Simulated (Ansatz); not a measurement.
Input:

Relaxed LiH (rock salt):

```xyz
4
Lattice="0.0000 4.0054 4.0054 2.0027 0.0000 2.0027 2.0027 2.0027 0.0000" Properties=species:S:1:pos:R:3 pbc="T T T"
H      0.0000     0.0000     0.0000
H      2.0027     2.0027     4.0054
Li     2.0027     2.0027     2.0027
Li     2.0027     4.0054     4.0054
```

The atoms are displaced by Q × the pattern below (from a DFPT mode at L = (0.5, 0.0, 0.0), largest move 1; Q in Å), at fixed cell. It is one choice among 2 degenerate patterns. (q is in reciprocal vectors of the primitive cell; the cell shown is doubled to hold the pattern.)

```json
[
 {"atom": "Li3", "x": "-0.285", "y": "0.520", "z": "-0.805"},
 {"atom": "Li4", "x": "0.285", "y": "-0.520", "z": "0.805"}
]
```

Atoms not listed stay in place.

Level of theory: r2SCAN (plane waves to 500 eV, PAW, scalar-relativistic; Ansatz, an electronic-structure program). k mesh 7×14×14 (Γ-centred), Fermi-Dirac smearing 0.05 eV. E stands for the smeared free energy. LiH was relaxed with its symmetry unable to fall. ΔE is measured from the undisplaced structure.

The scan covers Q from -0.100 to 0.100 Å in 13 points.

Task: Which space group does the distorted structure have?

Result: P-1 (No. 2), lowered from Fm-3m.

Task: Is this a single well or a double well?

Result: A single well with its minimum at or next to zero displacement.

Task: What is the energy change at Q = 0.100 Å?

Result: 19.4 meV/cell.

Task: What harmonic wavenumber does the curvature at Q = 0 give?

Result: 276 cm⁻¹.

(For displaced atoms, the force is minus the slope of the energy, and its curvature is a force constant, which sets phonon frequencies.)
